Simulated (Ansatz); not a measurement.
The cell is COD entry 1522352, as deposited and not checked against the literature; nothing was relaxed.

Below is the log of a run of Ansatz 0.2.0.

```
Sc: projections on atomic orbitals take those of the free atom 1s2 2s2 2p6 3s2 3p6 3d1 4s2, of charge +0.00 (hamiltonian.pseudopotentials.projection_atoms)
Hg: projections on atomic orbitals take those of the free atom 1s2 2s2 2p6 3s2 3p6 3d10 4s2 4p6 4d10 4f14 5s2 5p6 5d10 6s2, of charge +0.00 (hamiltonian.pseudopotentials.projection_atoms)
LAPW: plane waves up to 7.671 Å⁻¹, error target 5.0e-4 eV per atom; small_component_spin mean_spin; Sc in spheres of 1.458 Å, 11 of its electrons in bands, Dirac shells []; Hg in spheres of 1.555 Å, 34 of its electrons in bands, Dirac shells []
Engine: ansatz 0.2.0
Pseudopotentials: kind: all_electron
Pseudopotential: Sc, LAPW, valence charge 11, Koelling and Harmon's equation, gaussian nucleus
Pseudopotential: Hg, LAPW, valence charge 34, Koelling and Harmon's equation, gaussian nucleus
Functional definition: PBEsol
  exchange = pbesol_x
  correlation = pbesol_c
Crystal: 2 atoms, lattice volume = 42.144 Å³
Basis set: ecut = 224.22044679991706 eV, 341 PW (Γ), exchange–correlation at level 2
Bands: 27, of which v1, the nominal top of the filled ones, is band 23 counted from 1 (22 counted from 0)
Symmetry: 48 space group operations
Space group: Pm-3m (ITA 221), of the structure as read, at distance tolerance 3.5e-5 Å
k-points: 84 of 1728
Non-local potential: Sc, projectors of the file, none
Non-local potential: Hg, projectors of the file, none
Initial density: superposition of atomic densities (chi_scale 0.1, normalization cell, long waves kept (reshape's long-wave potential 0.00 eV rms))
Initial wavefunctions: plane waves of lowest kinetic energy (no species holds an atomic orbital)
Functional: x = pbesol(κ = 0.804, μ = 0.12345679012345678), c = pbesol(β = 0.046)
iter 1 solved again at ethr=3.95e-4 eV; its pass at ethr=1.00e-1 eV (dr2=1.78e-1 eV) is discarded
SCF iter   1: F=—  HF=-554457.149032 eV  |F-HF|=—  |Δ(HF+E_count)|=         —  Δρ=1.90e-2  dr2=1.78e-1  ethr=3.95e-4  ⟨swp⟩=2.7  Hψ=14678  notcnv=0
preconditioner: auto → Kerker (q_TF=auto, 2.758 Å⁻¹)  [metal: Δε(μ)=0.020 eV  Ē_g=6.998 eV  σ=0.080 eV  W_gap=0.06  n_scr=18 (ndim 8)  ℏωp=22.2 eV  f_vac=0.000  D(μ)=2.52/eV (n_scr^D=26)]
SCF iter   2: F=—  HF=-554456.754303 eV  |F-HF|=—  |Δ(HF+E_count)|=   3.95e-1  Δρ=8.55e-3  dr2=4.83e-2  ethr=3.95e-4  ⟨swp⟩=3.0  Hψ=7668  notcnv=0
SCF iter   3: F=—  HF=-554456.664958 eV  |F-HF|=—  |Δ(HF+E_count)|=   8.93e-2  Δρ=5.38e-3  dr2=1.09e-2  ethr=1.07e-4  ⟨swp⟩=2.1  Hψ=7167  notcnv=0
SCF iter   4: F=—  HF=-554456.662510 eV  |F-HF|=—  |Δ(HF+E_count)|=         —  Δρ=3.18e-3  dr2=4.53e-3  ethr=2.42e-5  ⟨swp⟩=2.0  Hψ=6916  notcnv=0
the basis was enlarged: its passes take 102.1 KiB over the memory plan, 1 of 1 planned eigensolver slots
SCF iter   5: F=—  HF=-554456.662624 eV  |F-HF|=—  |Δ(HF+E_count)|=   1.14e-4  Δρ=1.19e-3  dr2=7.53e-4  ethr=1.01e-5  ⟨swp⟩=2.0  Hψ=6916  notcnv=0
SCF iter   6: F=—  HF=-554456.662761 eV  |F-HF|=—  |Δ(HF+E_count)|=   1.36e-4  Δρ=5.38e-4  dr2=1.64e-4  ethr=1.67e-6  ⟨swp⟩=2.0  Hψ=6918  notcnv=0
iter 7 solved again at ethr=3.63e-8 eV; its pass at ethr=3.64e-7 eV (dr2=1.63e-5 eV) is discarded
SCF iter   7: F=—  HF=-554456.662736 eV  |F-HF|=—  |Δ(HF+E_count)|=   2.49e-5  Δρ=1.82e-4  dr2=1.64e-5  ethr=3.63e-8  ⟨swp⟩=2.0  Hψ=11650  notcnv=0
SCF iter   8: F=—  HF=-554456.662733 eV  |F-HF|=—  |Δ(HF+E_count)|=   2.93e-6  Δρ=4.73e-5  dr2=1.06e-6  ethr=3.63e-8  ⟨swp⟩=2.0  Hψ=6917  notcnv=0
SCF iter   9: F=-554456.662733 eV  HF=-554456.662733 eV  |F-HF|=3.81e-8  |Δ(HF+E_count)|=   8.03e-9  Δρ=9.01e-6  dr2=7.22e-8  ethr=2.36e-9  ⟨swp⟩=2.0  Hψ=6917  notcnv=0
SCF 1 converged in 9 iterations: F = -554456.662733 eV  dr2 = 7.22e-8
NSCF: frozen V_eff on 99 k-points
SCF converged after 9 iterations
Free energy (F): -554456.662733 eV
Harris-Foulkes:  -554456.662733 eV  (|F-HF|=3.81e-8)
Internal energy: -554456.616903 eV  (E = F + TS)
E sigma→0 (E₀):  -554456.639818 eV
Entropy (-TS):   -0.045830 eV (-22.915 meV/atom)
Fermi energy:    16.393654 eV
--- Per-component energies (eV) ---
  E_band       = -1546.733966
  E_kinetic    = 631456.747514
  E_xc         = -11028.100414
  E_electrostatic = -1174885.264003  (all electrons and nuclei)
  E_smearing   = -0.045830  (= −TS)
  E_closure    = 0.000000  (closes the sum)
  E_atoms      = -554450.066496  (free atoms, spherical and without spin; not in F)
  Σ components = -554456.662733   (vs F -554456.662733, Δ=0.00e0)
  Basis errors (estimates in eV, not in F): energy 1.1e-4 per atom: plane waves 8.5e-5 (4.4e-5 summed), levels above the bands 3.0e-20, relativity 3.3e-9, radial functions 2.4e-5, core shells 2.9e-7; eigenvalues (radial functions only) 8.5e-7; not estimated: angular momenta, meshes, grids; target (lapw.basis_error) 5.0e-4; muffin-tin radii Sc 1.458 Å, Hg 1.555 Å
--- Forces (eV/Å), atoms counted from 1 ---
  atom   1  Sc     0.00000000     0.00000000     0.00000000
  atom   2  Hg    -0.00000000    -0.00000000    -0.00000000
  max |Σ_I F_I| component: 2.24e-30 eV/Å
--- Stress (GPa, compression-positive) ---
       -0.924984       0.000000      -0.000000
        0.000000      -0.924984       0.000000
       -0.000000       0.000000      -0.924984
  P = ⅓ Tr σ = -0.9250 GPa (-9.250 kbar)
--- Band table (eV; the first three rows and the last of 84) ---
  k-point 0: bands = ["-99.1517", "-77.1761", "-77.1625", "-77.1625", "-77.1625", "-77.1517", "-77.1517", "-77.1517", "-47.5051", "-47.5051", "-47.5051", "-33.4667", "-12.1241", "-12.1241", "-12.1241", "7.7775", "8.3975", "8.3975", "9.2471", "9.2471", "9.2471", "16.7305", "16.7305", "18.8884", "18.8884", "18.8884", "21.3017"]
  k-point 1: bands = ["-99.1517", "-77.1761", "-77.1625", "-77.1625", "-77.1625", "-77.1517", "-77.1517", "-77.1517", "-47.5055", "-47.5050", "-47.5050", "-33.4660", "-12.1327", "-12.1235", "-12.1235", "7.8774", "8.4101", "8.4426", "9.2318", "9.2318", "9.2526", "16.6945", "16.7070", "18.6722", "18.6722", "18.8730", "20.7437"]
  k-point 2: bands = ["-99.1517", "-77.1761", "-77.1625", "-77.1625", "-77.1625", "-77.1518", "-77.1517", "-77.1517", "-47.5066", "-47.5050", "-47.5050", "-33.4642", "-12.1562", "-12.1220", "-12.1220", "8.1366", "8.4449", "8.6076", "9.1904", "9.1904", "9.2675", "16.4617", "16.6422", "18.2372", "18.2372", "18.8307", "19.7913"]
  k-point 83: bands = ["-99.1515", "-77.1761", "-77.1625", "-77.1625", "-77.1625", "-77.1518", "-77.1518", "-77.1518", "-47.5104", "-47.5104", "-47.5104", "-33.4390", "-12.2205", "-12.2205", "-12.2205", "8.6262", "8.6262", "8.6262", "9.7650", "9.7650", "14.6145", "14.6145", "14.6145", "15.5240", "19.4308", "19.4308", "21.8419"]
--- Löwdin populations: 2 sites ---
  site symbol       q [e]
     0     Sc     21.1227
     1     Hg     79.1991
  spilling = 0.006715 (of n_electrons = 101.000000)
```

The cell and starting positions:

```
CELL_PARAMETERS angstrom
3.48000 0.00000 0.00000
0.00000 3.48000 0.00000
0.00000 0.00000 3.48000
ATOMIC_POSITIONS crystal
Sc 0.50000 0.50000 0.50000
Hg 0.00000 0.00000 0.00000
```

Parts of the input that the log doesn't repeat:

```yaml
  band_path:
    path:
      - [0.0, 0.0, 0.0]
      - [0.0, 0.5, 0.0]
      - [0.5, 0.5, 0.0]
      - [0.0, 0.0, 0.0]
      - [0.5, 0.5, 0.5]
      - [0.0, 0.5, 0.0]
      - [0.5, 0.5, 0.5]
      - [0.5, 0.5, 0.0]
    npoints: 14
output:
  forces: true
  stress: true
  eigenvalues: true
  populations: true
  dos: { projected: true, de: 0.2, e_range: [-14, 8] }
```

(1) Write the input that produced this log.

Answers

(1) 
```yaml
crystal:
  lattice:
    - [3.48, 0.0, 0.0]
    - [0.0, 3.48, 0.0]
    - [0.0, 0.0, 3.48]
  atoms:
    - { symbol: Sc, position: [0.5, 0.5, 0.5] }
    - { symbol: Hg, position: [0.0, 0.0, 0.0] }
kpoints:
  mp_grid: { grid: [12, 12, 12] }
  band_path:
    path:
      - [0.0, 0.0, 0.0]
      - [0.0, 0.5, 0.0]
      - [0.5, 0.5, 0.0]
      - [0.0, 0.0, 0.0]
      - [0.5, 0.5, 0.5]
      - [0.0, 0.5, 0.0]
      - [0.5, 0.5, 0.5]
      - [0.5, 0.5, 0.0]
    npoints: 14
scf:
  occupations: { method: fermi_dirac, width: 0.08 }
hamiltonian:
  xc: pbesol
  pseudopotentials: { kind: all_electron, lapw: { basis_error: 0.0005 } }
output:
  forces: true
  stress: true
  eigenvalues: true
  populations: true
  dos: { projected: true, de: 0.2, e_range: [-14, 8] }
```
This is the input that was run; digits and keys that the log doesn't show could differ in an equivalent one.
